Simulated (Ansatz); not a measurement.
Starting cell, Au (fcc, Cu type):

```
CELL_PARAMETERS angstrom
      4.15718     0.00000     0.00000
      0.00000     4.15718     0.00000
      0.00000     0.00000     4.15718
ATOMIC_POSITIONS crystal
  Au 0.00000 0.00000 0.00000
  Au 0.50000 0.50000 0.00000
  Au 0.50000 0.00000 0.50000
  Au 0.00000 0.50000 0.50000
```

In this cell atom 3 (Au, nearest neighbour Au at 2.940 Å; its periodic images, 4.2 Å or more away, move with it) is moved by s towards the nearest neighbour, unit vector (-0.707, -0.707, 0.000); all other atoms and the cell stay fixed.

All values below come from PBE (plane waves to 420 eV, PAW, scalar-relativistic; Ansatz, a quantum-chemistry and plane-wave program). k mesh 9×9×9 (Γ-centred), Fermi-Dirac smearing 0.05 eV. E stands for the smeared free energy. With partly filled bands, energies and forces of such displacements shift with the k mesh and the smearing. Au was relaxed with its symmetry unable to fall. Spin-orbit coupling is left out, though Au is heavy. ΔE is measured from the undisplaced structure. The last digit holds for this mesh only.

| s (Å) | ΔE (meV/cell) |
|---|---|
| -0.880 | withheld |
| -0.704 | 2311.4 |
| -0.528 | 1021.6 |
| -0.352 | 381.6 |
| -0.176 | 85.9 |
| 0.000 | 0.0 |
| 0.176 | 85.9 |
| 0.352 | 381.6 |
| 0.528 | 1021.6 |
| 0.704 | 2311.4 |
| 0.880 | withheld |

Question: Fit an even polynomial form (powers 2, 4, 6) to the given rows and predict ΔE at s = 0.880.

Answer: Least squares on the 9 given rows: ΔE = (2688)·s² + (2884)·s⁴ + (2226)·s⁶, in meV/cell with s in Å; root-mean-square residual 0.16 meV/cell. At 0.880 the fit gives 4844.9 meV/cell; the calculation gives 4888.3 meV/cell, so the extrapolation is off by -43.4 (-0.9 %). The quadratic term alone would give 2081.6 meV/cell.

(For displaced atoms, the force is minus the slope of the energy, and its curvature is a force constant, which sets phonon frequencies.)
